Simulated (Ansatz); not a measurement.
Data:

Cr$_{2}$C:
```cif
data_C2Cr4
_chemical_formula_sum 'Cr4 C2'
_space_group_name_H-M_alt 'P 1'
_space_group_IT_number 1
_cell_length_a 3.07700
_cell_length_b 3.07700
_cell_length_c 5.62567
_cell_angle_alpha 90.000
_cell_angle_beta 90.000
_cell_angle_gamma 90.000
loop_
_space_group_symop_operation_xyz
  'x, y, z'
loop_
_atom_site_label
_atom_site_type_symbol
_atom_site_fract_x
_atom_site_fract_y
_atom_site_fract_z
_atom_site_occupancy
Cr1 Cr 0.00000 0.00000 0.00000 1
Cr2 Cr 0.50000 0.50000 0.00000 1
Cr3 Cr 0.50000 0.00000 0.35568 1
Cr4 Cr 0.00000 0.50000 0.64432 1
C1 C 0.50000 0.00000 0.71706 1
C2 C 0.00000 0.50000 0.28294 1
```

This is the PBEsol-relaxed structure.

Problem. All from plane-wave PAW PBEsol (Ansatz code), unless another level is named. Predict the electronic character.

Solution. metallic (no gap).

Problem. And the formation energy from the elements (no fitted shifts)?

Solution. 0.14 eV/atom.

Problem. What about the density of states at the Fermi level?

Solution. 0.79 states/eV per atom (mean over ±0.08 eV).

Space group P4/nmm. The cell is a constructed one: a structure type filled with these elements; neither database checked (COD, Materials Project) lists it. Whether it is the stable phase at ambient conditions was not checked. Symmetry was held in the PBEsol relaxation; whether a distortion lowers the energy is not shown. The workflow began spin-polarised and lost its moments. The references are the lowest solids computed at this level, not always the standard phases.

Potentials: the later of the program's two PAW sets.
